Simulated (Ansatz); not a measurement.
Here is the system:

KZnF3:
```cif
data_F3KZn
_chemical_formula_sum 'K1 Zn1 F3'
_space_group_name_H-M_alt 'P 1'
_space_group_IT_number 1
_cell_length_a 3.97331
_cell_length_b 3.97331
_cell_length_c 3.97331
_cell_angle_alpha 90.000
_cell_angle_beta 90.000
_cell_angle_gamma 90.000
loop_
_space_group_symop_operation_xyz
  'x, y, z'
loop_
_atom_site_label
_atom_site_type_symbol
_atom_site_fract_x
_atom_site_fract_y
_atom_site_fract_z
_atom_site_occupancy
K1 K 0.00000 0.00000 0.00000 1
Zn1 Zn 0.50000 0.50000 0.50000 1
F1 F 0.50000 0.50000 0.00000 1
F2 F 0.00000 0.50000 0.50000 1
F3 F 0.50000 0.00000 0.50000 1
```

This is the LDA-relaxed structure.

**Question.** All from the program Ansatz at the LDA level (PAW), unless another level is named. Predict the electron effective mass.

**Answer.** 0.44 mₑ (isotropic).

**Question.** Give the band gap.

**Answer.** 3.79 eV (indirect).

**Question.** Give the weight of the valence-edge state by species (Voronoi cells).

**Answer.** F 53 %, Zn 47 %.

**Question.** And the weight of the conduction-edge state by species (Voronoi cells)?

**Answer.** F 51 %, Zn 40 %, K 9 %.

**Question.** Next, the conduction-band minimum?

**Answer.** at Γ.

Space group Pm-3m (cubic perovskite). The LDA relaxation kept the symmetry of its start; phonons on a q-mesh show no instability.

Potentials: the later of the program's two PAW sets.
